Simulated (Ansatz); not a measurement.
Level of theory: DFT PBE, scalar-relativistic, plane waves, PAW (Ansatz 0.2.0). Settings: cutoff 420 eV, Γ-centred meshes spaced at most about 0.3 Å⁻¹, and about 0.25 Å⁻¹ or finer for metals (2π included), Gaussian smearing. No spin polarisation in the final relaxations.

Temperature and zero-point effects are left out. Lower structures may exist.

Task: Order these relaxed structures of Sn3As by energy, lowest first, with the energy over the lowest of them.
A.

```cif
data_structure
_symmetry_space_group_name_H-M 'Fm-3m'
_symmetry_Int_Tables_number 225
_cell_length_a 7.4149
_cell_length_b 7.4149
_cell_length_c 7.4149
_cell_angle_alpha 90.000
_cell_angle_beta 90.000
_cell_angle_gamma 90.000
_cell_volume 407.68
loop_
_atom_site_label
_atom_site_type_symbol
_atom_site_symmetry_multiplicity
_atom_site_Wyckoff_symbol
_atom_site_fract_x
_atom_site_fract_y
_atom_site_fract_z
_atom_site_occupancy
Sn1 Sn 8 c 0.25000 0.25000 0.75000 1
Sn2 Sn 4 b 0.50000 0.00000 0.00000 1
As1 As 4 a 0.00000 0.00000 0.00000 1
```

B.

```cif
data_structure
_symmetry_space_group_name_H-M 'P6/mmm'
_symmetry_Int_Tables_number 191
_cell_length_a 5.4257
_cell_length_b 5.4257
_cell_length_c 5.3482
_cell_angle_alpha 90.000
_cell_angle_beta 90.000
_cell_angle_gamma 120.000
_cell_volume 136.35
loop_
_atom_site_label
_atom_site_type_symbol
_atom_site_symmetry_multiplicity
_atom_site_Wyckoff_symbol
_atom_site_fract_x
_atom_site_fract_y
_atom_site_fract_z
_atom_site_occupancy
Sn1 Sn 2 c 0.33333 0.66667 0.00000 1
Sn2 Sn 1 b 0.00000 0.00000 0.50000 1
As1 As 1 a 0.00000 0.00000 0.00000 1
```

C.

```cif
data_structure
_symmetry_space_group_name_H-M 'P6_3/mmc'
_symmetry_Int_Tables_number 194
_cell_length_a 6.6540
_cell_length_b 6.6540
_cell_length_c 5.3564
_cell_angle_alpha 90.000
_cell_angle_beta 90.000
_cell_angle_gamma 120.000
_cell_volume 205.38
loop_
_atom_site_label
_atom_site_type_symbol
_atom_site_symmetry_multiplicity
_atom_site_Wyckoff_symbol
_atom_site_fract_x
_atom_site_fract_y
_atom_site_fract_z
_atom_site_occupancy
Sn1 Sn 6 h 0.34194 0.17097 0.75000 1
As1 As 2 d 0.66667 0.33333 0.25000 1
```

Result: C (0 meV/atom), A (25 meV/atom), B (350 meV/atom). Forms: C Ni3Sn (D0_19) type, P6_3/mmc; A BiF3 (D0_3) type, Fm-3m; B Li3N type, P6/mmm. Counting Sn atoms around As (those within 1.25 times the shortest such distance or 1.15 times the sum of covalent radii; a plus sign parts nearer from farther groups; the shortest distance is added where it is long for a bond): C has As 12 from 3.3 Å; A has As 8+6 from 3.2 Å; B has As 2+6. Even the lowest lies +0.14 eV/atom against the elements.

In Fm-3m, P6/mmm an odd number of electrons in the primitive cell allows no gap without spin; a larger cell or a magnetic state could open one. A magnetic state wasn't ruled out in cells without spin, among them Fm-3m, P6/mmm. The P6_3/mmc cell at 25.7 Å³/atom was relaxed from a Materials Project cell. Cells relaxed within their symmetry can be saddle points. Some types were kept out of the candidates beforehand, so the set may lack a known form.
